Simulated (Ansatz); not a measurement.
# NiTe₂Pd₂: computed property card

NiTe₂Pd₂:
Space group Ibam (No. 72); a = 6.3582 Å, b = 11.4885 Å, c = 5.1160 Å, α = 90.00°, β = 90.00°, γ = 90.00°

```tsv
atom	site	symmetry	x	y	z
Ni	4a	222	0.0000	0.0000	0.2500
Te	8j	..m	0.2210	0.1441	0.0000
Pd	8j	..m	0.1317	0.3955	0.0000
```
(The calculation used a cell of 10 atoms; values per cell refer to that cell.)

Space group Ibam (No. 72); conventional cell a = 6.3582 Å, b = 11.4885 Å, c = 5.1160 Å, α = 90.00°, β = 90.00°, γ = 90.00°.

Method: the program Ansatz at the r²SCAN level (PAW). Geometry: relaxed at this level of theory. Other levels are named where they apply.

Cell and energy:

```json
{
 "volume_per_atom": "18.69 Å³",
 "density": "9.36 g/cm³",
 "Formation energy from the elements (no fitted shifts)": "-303 meV/atom"
}
```

Electronic structure:

```json
{
 "electronic_character": "metallic (no gap)",
 "Density of states at the Fermi level": "0.47 states/eV per atom (mean over ±0.08 eV)"
}
```

The workflow started from a Materials Project entry (that database holds measured and hypothetical structures alike); the Crystallography Open Database copy checked does not list it. Whether it is the stable phase at ambient conditions was not checked. Symmetry was held in the r²SCAN relaxation; whether a distortion lowers the energy is not shown. The run is not spin-polarised. The references are the lowest solids computed at this level, not always the standard phases. Spin–orbit coupling is left out wherever it is not named.

Potentials: the later of the program's two PAW sets.
